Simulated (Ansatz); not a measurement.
How the vibrations of TlSn change with volume

All numbers below come from DFT LDA, scalar-relativistic, plane waves, PAW in Ansatz 0.2.0. Plane waves to 420 eV; Γ-centred k mesh 12×12×10; Fermi-Dirac smearing of 0.15 eV. No spin polarisation. Phonons by linear response, acoustic sum rule imposed.

Equilibrium structure at this level:
```yaml
crystal:
  lattice:
    - [3.26765, 0.00000, 0.00000]
    - [0.00000, 3.26765, 0.00000]
    - [0.00000, 0.00000, 4.98746]
  atoms:
    - { symbol: Tl, position: [0.00000, 0.00000, 0.00000] }
    - { symbol: Sn, position: [0.50000, 0.50000, 0.50000] }
```

In a metal, frequencies depend on the k mesh and the smearing, soft modes most. Spin–orbit coupling is left out, which can shift energies with elements as heavy as these.

Cells at 0.98 and 1.02 times the equilibrium volume were relaxed in shape and atoms; γ = −d ln ν / d ln V, modes matched by rank.

(1) Give the optical frequencies at Γ (cm⁻¹) at the three volumes and the mode Grüneisen parameters.

(2) What pressures hold the two strained cells, and what bulk modulus follows?

Results:

(1)
```
0.98 V   V  1.02 V     γ  degeneracy
    46  44      43  2.00           2
    95  90      85  2.97           1
```

(2) 1.07 GPa at 0.98 V and -0.94 GPa at 1.02 V, so B = −dP/d ln V ≈ 50 GPa.